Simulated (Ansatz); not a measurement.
# Calculated ¹⁷O NMR of the central transition for SiO₂

Cell: an entry of the Crystallography Open Database (COD) (listed for 0.2 GPa), atoms as given.

```cif
data_SiO2
_symmetry_space_group_name_H-M 'P4_12_12'
_symmetry_Int_Tables_number 92
_cell_length_a 4.9501
_cell_length_b 4.9501
_cell_length_c 6.8760
_cell_angle_alpha 90.000
_cell_angle_beta 90.000
_cell_angle_gamma 90.000
loop_
_atom_site_label
_atom_site_type_symbol
_atom_site_symmetry_multiplicity
_atom_site_Wyckoff_symbol
_atom_site_fract_x
_atom_site_fract_y
_atom_site_fract_z
Si Si 4 a 0.3027 0.3027 0.0000
O O 8 b 0.2388 0.1086 0.1817
```

One atom of each set is listed.

The numbers come from a DFT calculation in Ansatz (PBE, plane waves and PAW (field gradients read without the response of the frozen cores, which leaves them typically 4 to 6 % off), scalar-relativistic, 420 eV cutoff, Γ-centred 5×5×4 k-points, Fermi–Dirac smearing 0.02 eV).

¹⁷O has I = 5/2 and Q = -25.58 mb (Pyykkö 2018); at 7.05 T its Larmor frequency is ν₀ = 40.7 MHz. Only the quadrupole interaction is simulated: positions count from each site's isotropic chemical shift, and J coupling is left out, as are shift anisotropy and dipolar coupling, which fast spinning averages.

Simulated pattern of one O site (fast magic-angle spinning, Gaussian broadening 0.5 kHz):

offset (kHz), height and a bar:
```
   -12.74          0 
   -12.42          1 
   -12.11          4 #
   -11.79          6 ##
   -11.48          7 ##
   -11.17          7 ##
   -10.85          7 ##
   -10.54          7 ##
   -10.23          8 ##
    -9.91          8 ##
    -9.60          8 ##
    -9.29          8 ##
    -8.97          8 ##
    -8.66          9 ###
    -8.34         17 #####
    -8.03         38 ###########
    -7.72         57 #################
    -7.40         76 #######################
    -7.09         86 ##########################
    -6.78         72 #####################
    -6.46         60 ##################
    -6.15         55 #################
    -5.84         52 ################
    -5.52         51 ###############
    -5.21         50 ###############
    -4.89         50 ###############
    -4.58         50 ###############
    -4.27         51 ###############
    -3.95         53 ################
    -3.64         56 #################
    -3.33         61 ##################
    -3.01         68 ####################
    -2.70         83 #########################
    -2.39        100 ##############################
    -2.07         91 ###########################
    -1.76         73 ######################
    -1.44         55 ################
    -1.13         23 #######
    -0.82          3 #
    -0.50          0
```

Problem. Which |C_Q| and η does the pattern imply?

Solution. The pattern spans 11.0 kHz before broadening and its centre of gravity is at -4.89 kHz, which fixes P_Q; the places of the horns and steps fix η. That gives P_Q = 5.76 MHz, |C_Q| = 5.73 MHz and η = 0.16. The sign of C_Q can't be read from the pattern.

At O V_zz runs parallel to the line that joins its two neighbours (within 1°).

The calculated pressure of 8 GPa (PBE) comes largely from the unrelaxed atoms: it is 1.6 GPa once they are relaxed in the same cell. The largest force is 0.5 eV/Å, so the atoms aren't at the calculated equilibrium and relaxing them would move these values.

The run took 18 s of wall time (18 s of CPU time) and 0.46 GiB at its peak, on 1 thread of Intel Xeon Platinum 8259CL CPU @ 2.50GHz (Skylake/Cascade Lake) (x86_64; 16 cores open to the job, memory cap 3.0 GiB, no GPU), a shared host with a load of 0.6 a core.
